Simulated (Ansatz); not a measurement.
Data:

Relaxed NaCl (rock salt):

```yaml
crystal:
  lattice:
    - [0.00000, 5.69553, 5.69553]
    - [2.84776, 0.00000, 2.84776]
    - [2.84776, 2.84776, 0.00000]
  atoms:
    - { symbol: Cl, position: [0.00000, 0.00000, 0.00000] }
    - { symbol: Cl, position: [0.50000, 0.00000, 0.00000] }
    - { symbol: Na, position: [0.25000, 0.50000, 0.50000] }
    - { symbol: Na, position: [0.75000, 0.50000, 0.50000] }
```

A phonon eigenvector at L = (0.5, 0.0, 0.0) is frozen into this cell: atom i moves by Q times the vector below, so Q is the largest atomic displacement, in Å. The cell is held. It is one choice among 2 degenerate patterns. (q is in reciprocal vectors of the primitive cell; the cell shown is doubled to hold the pattern.)

```
atom       x       y       z
----  ------  ------  ------
Na3    0.285  -0.520   0.805
Na4   -0.285   0.520  -0.805
```

Atoms not listed stay in place.

All values below come from PBE (plane waves to 420 eV, PAW, scalar-relativistic; Ansatz, a program for electronic structure). k mesh 5×10×10 (Γ-centred), Fermi-Dirac smearing 0.05 eV. The energy includes the smearing's −TS. NaCl was relaxed with its symmetry unable to fall. The zero of ΔE is the undisplaced structure.

The scan covers Q from -0.100 to 0.100 Å in 13 points.

Question: Which space group does the distorted structure have?

Answer: P-1 (No. 2), lowered from Fm-3m.

Question: Is this a single well or a double well?

Answer: A single well with its minimum at or next to zero displacement.

Question: What is the energy change at Q = 0.100 Å?

Answer: 13.4 meV/cell.

Question: What harmonic wavenumber does the curvature at Q = 0 give?

Answer: 126 cm⁻¹.

(For displaced atoms, the force is minus the slope of the energy, and its curvature is a force constant, which sets phonon frequencies.)
